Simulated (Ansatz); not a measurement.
Starting cell, Hf (hcp, Mg type):

```
Hf
1.0
    3.20423     0.00000     0.00000
   -1.60212     2.77495     0.00000
    0.00000     0.00000     5.06913
Hf
2
Direct
  0.33333   0.66667   0.75000
  0.66667   0.33333   0.25000
```

Scan: atom 1 (Hf, nearest neighbour Hf at 3.138 Å; its periodic images, 3.2 Å or more away, move with it) is displaced along Cartesian [111], direction (0.577, 0.577, 0.577) in Cartesian axes, by s. The other atoms stay.

Method: PBE (plane waves to 420 eV, PAW, scalar-relativistic; Ansatz, a first-principles code). k mesh 13×13×8 (Γ-centred), Fermi-Dirac smearing 0.05 eV. E stands for the smeared free energy. Compression counts positive. Left out: 1 of 11 points, with atoms too close for the PAW data. With partly filled bands, energies and forces of such displacements shift with the k mesh and the smearing. F∥ is the force on the atom along that direction. F⊥ is the part of the force across the line. Hf is run without spin polarisation. Hf was relaxed with its symmetry unable to fall. Spin-orbit coupling is left out, though Hf is heavy. The zero of ΔE is the undisplaced structure.

```tsv
s (Å)	ΔE (meV/cell)	|F⊥| (eV/Å)	F∥ (eV/Å)	P (GPa)
-0.504	407	1.040	1.850	2.9
-0.378	213	0.596	1.252	1.7
-0.252	88	0.277	0.750	0.7
-0.126	20	0.085	0.337	0.2
0.000	0	0.000	0.000	0.0
0.126	20	0.094	-0.325	0.2
0.252	84	0.310	-0.711	0.8
0.378	200	0.659	-1.134	1.7
0.504	371	1.131	-1.590	3.0
0.630	604	1.765	-2.111	4.6
```

Key numbers:

The energy at s = 0.630 Å is 604 meV/cell, the force along the line at s = -0.504 Å comes out as 1.85 eV/Å and the force constant k = d²E/ds² at s = 0 (finite differences) is 2.53 eV/Å². Symmetry of the curve: not even: the negative side lies higher at ±0.504 Å. Shape of the curve: a single well with its minimum at or next to zero displacement. Harmonic estimate at the end of the scan: ½ks² = 503 meV/cell against the computed 604 meV/cell, so the well is stiffer than harmonic there.

(For displaced atoms, the force is minus the slope of the energy, and its curvature is a force constant, which sets phonon frequencies.)
